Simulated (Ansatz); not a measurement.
A geometry of MgZn2 away from equilibrium: step 3 of the relaxation of a generated cell, MgZn2 placed in the AFLOW prototype AB2_hP3_164_a_d (C6, as in CdI2). Computed with PBEsol (plane waves to 420 eV, PAW, scalar-relativistic; Ansatz, a program for electronic structure). Γ-centred k-mesh 11×11×6 on the run's cell (coarser than for final values), Fermi–Dirac smearing 0.05 eV.

```xyz
3
Lattice="3.3112 0.0000 0.0000 -1.6556 2.8676 0.0000 0.0000 0.0000 5.4341" Properties=species:S:1:pos:R:3 pbc="T T T"
Mg     0.0000     0.0000     0.0000
Zn     0.0000     1.9117     1.7644
Zn     1.6556     0.9559     3.6697
```

Question: Which atoms carry the largest force, and which way does it point?

Answer: 1.33 eV/Å, on Zn2, Zn3 (atoms numbered as listed); on Zn2 its components are (0.00, 0.00, 1.33).

Question: What is the pressure?

Answer: +4.5 GPa, compression positive.

No spin polarisation in the result.

The run could not lose the symmetry of its start, so the end can be a saddle point.

The end of the path is a generated cell of MgZn2: the first start was made by placing the elements on the sites of a structure type, and the end was not matched to a known phase here, so it may be hypothetical. Known forms of MgZn2 include space group No. 194.
